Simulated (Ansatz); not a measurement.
LiNi2P2:
```xyz
5
Lattice="-1.8685 1.8685 4.5643 1.8685 -1.8685 4.5643 1.8685 1.8685 -4.5643" Properties=species:S:1:pos:R:3 pbc="T T T"
Li     0.0000     0.0000     0.0000
P      0.0000     0.0000     3.4829
P      0.0000     0.0000     5.6457
Ni     0.0000     1.8685     2.2822
Ni     1.8685     0.0000     2.2822
```

Relaxed with r²SCAN. Special points in fractions of this cell's reciprocal vectors: Γ (0.000, 0.000, 0.000); X (0.000, 0.000, 0.500); P (0.250, 0.250, 0.250); N (0.000, 0.500, 0.000); M (0.500, 0.500, -0.500); S (0.292, 0.708, -0.292); S0 (-0.292, 0.292, 0.292); R (-0.084, 0.084, 0.500); G (0.500, 0.500, -0.084).

### Question
List the band energies nearest the Fermi level at these points for the program Ansatz at the r²SCAN level (PAW).

### Answer
In eV from the Fermi level; about four levels below and three above (degenerate sets whole), none deeper than 8.9 eV; points with the same levels are listed once.

```tsv
k	below	above
Γ	-1.70 -0.96 -0.90 -0.90	0.47 0.47 3.59
X	-1.94 -0.83 -0.67 -0.42	2.10 3.95 4.09
P	-1.78 -1.78 -0.45 -0.45	1.96 5.10 5.30
N	-2.62 -2.55 -2.35 -1.33	0.09 0.40 1.82
M	-1.51 -1.51 -0.96 -0.61	3.10 3.16 3.31
S	-2.38 -0.68 -0.21 -0.18	2.40 3.31 4.20
R	-1.97 -0.83 -0.34 -0.25	2.23 4.05 4.14
```

Space group I4/mmm. The workflow started from an entry of the Crystallography Open Database (COD). Its standing as an ambient phase is unchecked. Symmetry was held in the r²SCAN relaxation; whether a distortion lowers the energy is not shown. The workflow began spin-polarised and lost its moments.

Potentials: the later of the program's two PAW sets.
